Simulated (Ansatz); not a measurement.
**Elastic constants of AlN at 12.5 GPa (stress–strain coefficients): input and output**

All numbers below come from DFT PBE, scalar-relativistic, plane waves, PAW (Ansatz).

Launched with:
```bash
ansatz run input.yaml --threads 1 --pin off --max-ram 1228MiB --backend cpu --events-out ev --progress --plain --runs-dir out
```

Input (bare energies are in eV):
```yaml
crystal:
  lattice:
    - [0.0, 2.1596, 2.1596]
    - [2.1596, 0.0, 2.1596]
    - [2.1596, 2.1596, 0.0]
  atoms:
    - { symbol: Al, position: [0.0, 0.0, 0.0] }
    - { symbol: "N", position: [0.25, 0.25, 0.25] }
basis:
  ecutwfc: 420
kpoints:
  mp_grid: { grid: [10, 10, 10] }
hamiltonian:
  xc: pbe
scf:
  occupations: { method: fixed }
output:
  forces: true
  stress: true
  eigenvalues: true
  polarization: {}
elastic:
  mode: relaxed_ion
  stencil: two_point
```

From the output:
```
--- Elastic constants: 2 strain directions × 2 members + reference (group order 24) ---
  dense FFT box of the reference and of every strained cell: 24×24×24
  strains applied: 11, 23; error gains: componentwise 1.00 (the most a stress slope's error grows in a printed constant), spectral 1.73 (1 for all six strains in a standard setting)
  C = ∂σ_k/∂η_j (tension-positive GPa; Voigt order 11 22 33 23 13 12):
       324.315    198.165    198.165      0.000      0.000     -0.000
       198.165    324.315    198.165      0.000      0.000     -0.000
       198.165    198.165    324.315      0.000      0.000      0.000
        -0.000      0.000      0.000    189.217      0.000      0.000
         0.000      0.000      0.000     -0.000    189.217      0.000
         0.000     -0.000      0.000     -0.000      0.000    189.217
  reference stress σ⁰ (GPa):    -12.457    -12.457    -12.457     -0.000      0.000      0.000
  C* (energy form; C + prestress term) asymmetry max|C*_kj − C*_jk| = 5.684e-14 GPa — a small one proves nothing (zero by symmetry where the batch's group is 432, −43m or m−3m); a large one is finite-difference/SCF noise where every solve ...
  moduli (Voigt/Reuss/Hill, GPa): K = 240.21/240.21/240.21   G = 138.76/105.12/121.94   E = 312.88   ν = 0.283
  mechanically stable: yes (min eigenvalue of sym C = 126.15 GPa)
  e, the proper piezoelectric tensor (elastic.mode: relaxed_ion; C/m²; rows x y z; Voigt order 11 22 33 23 13 12):
       0.00000   -0.00000   -0.00000    0.77643   -0.00000   -0.00000
      -0.00000   -0.00000   -0.00000    0.00000    0.77643   -0.00000
      -0.00000    0.00000    0.00000   -0.00000   -0.00000    0.77643
  ±, each entry's uncertainty from the finite density of the strings (C/m²), an estimate: the size of the correction for it that the entry includes:
       0.00000    0.00000    0.00000    0.00134    0.00000    0.00000
       0.00000    0.00000    0.00000    0.00000    0.00134    0.00000
       0.00000    0.00000    0.00000    0.00000    0.00000    0.00134
  the group's symmetry takes up to 3.5e-9 C/m² out of the measured responses: error of the strings' finite density and of the mesh across them, as far as it breaks the symmetry (raise kpoints.mp_grid and any string_points); the largest step ...
  strain η (Voigt 11):  stress-route row diagonal C_11 = 324.31 GPa, energy-path curvature d²(F+E_count+ΔE)/dδ²/Ω₀ = 323.68 GPa
         δ    σ_11 (GPa) F (eV) n_scf n_hpsi n_pw
    -2.000e-3     -13.1072        -924.1633476       7   16557    403   relax 0 steps, max|allowed force component| 2.08e-16 eV/Å
     2.000e-3     -11.8100        -924.1696268       7   16606    411   relax 0 steps, max|allowed force component| 8.33e-17 eV/Å
  strain η (Voigt 23):  stress-route row diagonal C_44 = 189.22 GPa, energy-path curvature d²(F+E_count+ΔE)/dδ²/Ω₀ = 195.14 GPa
         δ    σ_23 (GPa) F (eV) n_scf n_hpsi n_pw
    -2.000e-3      -0.3784        -924.1665138       9   26842    407   relax 3 steps, max|allowed force component| 2.60e-7 eV/Å
     2.000e-3       0.3784        -924.1665138       9   26844    407   relax 3 steps, max|allowed force component| 2.58e-7 eV/Å
--- Formal polarisation (Berry phase): one branch of a lattice of values; only differences between neighbouring runs are physical ---
  axis mesh electronic ionic p = total spread (rad) least overlap resolved gap  δp at fixed H ≤   (phases in cycles; p mod 1; gap in eV; gap and δp judge the states as solved, not the mesh's step, its ...
  b1    10×10×10        0.00000000     1.25000000     1.25000000      0.035386         0.9351        4.4866           3.6e-7
  b2    10×10×10       -0.00000000     1.25000000     1.25000000      0.035386         0.9351        4.4866           3.6e-7
  b3    10×10×10       -0.00000000     1.25000000     1.25000000      0.035386         0.9351        4.4866           3.6e-7
  quantum along a1:   0.15161367 e/Å² =   242.911882 µC/cm²
  quantum along a2:   0.15161367 e/Å² =   242.911882 µC/cm²
  quantum along a3:   0.15161367 e/Å² =   242.911882 µC/cm²
  P = (  0.26801764,   0.26801764,   0.26801764) e/Å² = (  429.411597,   429.411597,   429.411597) µC/cm²  (mod the quanta)
```

The run took 42 s on 1 thread of Intel(R) Xeon(R) Platinum 8259CL CPU @ 2.50GHz (Skylake/Cascade Lake), with other jobs on the host, peak memory 0.4 GiB.

The cell is the ideal cubic zincblende prototype; this isn't the usual structure of the compound.